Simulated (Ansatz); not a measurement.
## Two states of Eu2Mn2Pb

```
Pb Mn Eu
1.0
     8.00893    0.00000    0.00000
     0.00000    8.00893    0.00000
     0.00000    0.00000    3.90020
Pb Mn Eu
2 4 4
Direct
  0.00000 0.00000 0.00000
  0.50000 0.50000 0.00000
  0.37700 0.87700 0.00000
  0.12300 0.37700 0.00000
  0.62300 0.12300 0.00000
  0.87700 0.62300 0.00000
  0.17630 0.67630 0.50000
  0.32370 0.17630 0.50000
  0.82370 0.32370 0.50000
  0.67630 0.82370 0.50000
```

Method: PBE, with U_eff = 5.56 eV on Eu f, U_eff = 3.87 eV on Mn d (all-electron-ortho-atomic projectors); PAW, plane waves to 420 eV, 3×3×6 Γ-centred mesh, fermi-dirac occupations (width 0.1 eV) (Ansatz 0.2.0), atoms fixed.

State A: Mn3 down, Mn4 down, Mn5 down, Mn6 down, Eu7 up, Eu8 up, Eu9 up, Eu10 up (collinear spin). State B: Mn3 up, Mn4 down, Mn5 up, Mn6 down, Eu7 up, Eu8 down, Eu9 up, Eu10 down (collinear spin).

Which state is lower, and how do they differ?

State A is lower by 49.6 meV an atom at zero smearing; in free energy at this smearing B lies +50.2 meV an atom from A.

```json
{"state": "A", "free energy (meV/atom)": "0.0", "largest moment in a small sphere (μB)": "6.94", "net moment (μB/cell)": "12.08", "gap on mesh (eV)": "metal", "pressure (GPa)": "6.9", "largest force (eV/Å)": "0.16"}
{"state": "B", "free energy (meV/atom)": "50.2", "largest moment in a small sphere (μB)": "6.92", "net moment (μB/cell)": "0.00", "gap on mesh (eV)": "metal", "pressure (GPa)": "7.5", "largest force (eV/Å)": "0.39"}
```

Origin: a known structure type with other elements, at an estimated volume, so it need not be a known compound.
